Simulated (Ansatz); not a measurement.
C:
```cif
data_C10
_chemical_formula_sum 'C10'
_space_group_name_H-M_alt 'P 1'
_space_group_IT_number 1
_cell_length_a 6.77958
_cell_length_b 6.77958
_cell_length_c 6.77958
_cell_angle_alpha 60.000
_cell_angle_beta 60.000
_cell_angle_gamma 60.000
loop_
_space_group_symop_operation_xyz
  'x, y, z'
loop_
_atom_site_label
_atom_site_type_symbol
_atom_site_fract_x
_atom_site_fract_y
_atom_site_fract_z
_atom_site_occupancy
C1 C 0.00000 0.00000 0.00000 1
C2 C 0.25000 0.25000 0.25000 1
C3 C 0.08892 0.08892 0.08892 1
C4 C 0.16108 0.16108 0.16108 1
C5 C 0.73324 0.08892 0.08892 1
C6 C 0.51676 0.16108 0.16108 1
C7 C 0.08892 0.73324 0.08892 1
C8 C 0.16108 0.51676 0.16108 1
C9 C 0.08892 0.08892 0.73324 1
C10 C 0.16108 0.16108 0.51676 1
```

Relaxed with r²SCAN. 

Task: HSE06 on this cell (Ansatz, a quantum-chemistry and plane-wave program, PAW) gives a gap of 6.14 eV. What does r²SCAN give?

Result: 5.12 eV.

Cost on shared cores: the r²SCAN run (SCF on a 5×5×5 mesh, then bands and DOS) about 3 core-minutes (a rough figure), the HSE06 run (SCF on 3×3×3, then a few points) very roughly 5 core-minutes; the tasks are unlike.

Space group Fd-3m. The start of the workflow was typed in or built on a structure type. Its sites differ from those of the usual phase in this space group: another stacking or structure type. Symmetry was held in the r²SCAN relaxation; its stability against distortions is not shown here.

Potentials: the earlier of the program's two PAW sets.

Ansatz is a plane-wave DFT program.
